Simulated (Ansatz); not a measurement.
Hf$_{2}$SiN in space group P6_3/mmc (No. 194; Si on 2d, Hf on 4f, N on 2a) at seven volumes, plane-wave PAW r²SCAN (Ansatz code), shape and atoms relaxed at each. One row is withheld.

| V (Å³/atom) | P (GPa) |
|---|---|
| 13.424 | 21.02 |
| 13.866 | 12.90 |
| 14.309 | 5.96 |
| 14.752 | 0.00 |
| 15.194 | -5.11 |
| 15.637 | -9.51 |
| 16.079 | ? |

**Question.** Fit the shown pressures and predict the withheld one.

**Answer.** P = (3/2)B₀(x^(7/2) − x^(5/2))[1 + (3/4)(B′ − 4)(x − 1)] with x = (V₀/V)^(2/3). Least squares on the six rows gives V₀ = 14.752 Å³/atom, B₀ = 184 GPa, B′ = 4.09. At V = 16.079, x = 0.9442 and P = -13.29 GPa. The run itself gave -13.27 GPa.

The start of the workflow was typed in or built on a structure type; neither database checked (COD, Materials Project) lists it. Its standing as an ambient phase is unchecked. The cell was relaxed with r²SCAN under the symmetry of its start; whether a distortion lowers the energy is not shown. No spin polarisation was allowed. Spin–orbit coupling is left out wherever it is not named.

Potentials: the earlier of the program's two PAW sets.
